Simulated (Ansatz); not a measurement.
Each is relaxed and computed with PBEsol in the plane-wave PAW code Ansatz. Which is the only metal?
(A) SiBCN, P3m1 (B on 1b, Si on 1c, C on 1b, N on 1c)
(B) B4C, Cm (Pearson symbol mS30)
(C) MgIn2O4, I-4 (In on 2b, In on 2d, Mg on 2a, O on 8g)
(D) InMo3C, anti-perovskite

D, InMo3C, anti-perovskite. InMo3C: metal; SiBCN: gap 2.40 eV (indirect); MgIn2O4: gap 1.40 eV (indirect); B4C: gap 2.82 eV (indirect). Constructed cells (a structure type filled with these elements, in neither database checked): MgIn2O4, I-4 (In on 2b, In on 2d, Mg on 2a, O on 8g). Typed or built starts, not in the databases checked: InMo3C, anti-perovskite; SiBCN, P3m1 (B on 1b, Si on 1c, C on 1b, N on 1c). Standing as an ambient phase not checked: B4C, Cm (Pearson symbol mS30). Unstable at this level: MgIn2O4, I-4 (In on 2b, In on 2d, Mg on 2a, O on 8g). All cells were relaxed under the symmetry of their starts (and spin orders); stability against distortions was not tested throughout. Named crystals with no word on spin ran without spin polarisation. Scalar-relativistic: spin–orbit coupling is off unless named, which matters more the heavier the elements.

Potentials: the earlier of the program's two PAW sets. The files were generated under PBE; for other functionals the program regenerates the frozen cores, and for LDA and PBEsol the local potential too.
